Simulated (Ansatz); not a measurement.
Sc (hcp (Mg type)), relaxed and computed with several functionals in Ansatz (plane waves, PAW).

```
functional       a (Å)       c (Å)  V (Å³/atom)
----------  ----------  ----------  -----------
LDA              3.230       4.985        22.51
PBE+D3(BJ)       3.268       5.071        23.46
PBE         (withheld)  (withheld)   (withheld)
PBEsol           3.277       5.082        23.63
r²SCAN           3.331       5.194        24.95
r²SCAN+D4        3.321       5.174        24.71
```

Task: Fill in the missing entries.

Result: 
- PBE, a (Å): 3.319
- PBE, c (Å): 5.163
- PBE, V (Å³/atom): 24.64

All cells were relaxed under the symmetry of their starts (and spin orders); stability against distortions was not tested throughout. Named crystals with no word on spin ran without spin polarisation.

Potentials: the earlier of the program's two PAW sets. The files were generated under PBE; for other functionals the program regenerates the frozen cores, and for LDA and PBEsol the local potential too.

Ansatz (an electronic-structure program) is a plane-wave DFT program.
